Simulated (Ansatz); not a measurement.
In DFT-PBEsol in the program Ansatz with PAW potentials, Ca in the diamond structure (Fd-3m) relaxes to a = 8.440 Å. Ca has 4 nearest neighbours from 3.65 Å (tetrahedral).

Electronic character: metallic (no gap).

The bulk modulus is 45 kbar. The relaxed-ion elastic constants in GPa are C11 = -0.6, C12 = 6.9, C44 = -10.8. The highest mode at Γ lies at 123 cm⁻¹.

The start of the workflow was typed in or built on a structure type; neither database checked (COD, Materials Project) lists it. It is not the phase usual at ambient conditions (space group No. 225). Symmetry was held in the PBEsol relaxation. At this level the phase is mechanically unstable. As this level gives no gap, shear constants depend on the k-mesh and smearing (Fermi–Dirac, 0.1 eV here). As this level gives no gap, phonon frequencies hold no LO–TO term and depend on the k-mesh and smearing (Fermi–Dirac, 0.1 eV here).

Potentials: the later of the program's two PAW sets.
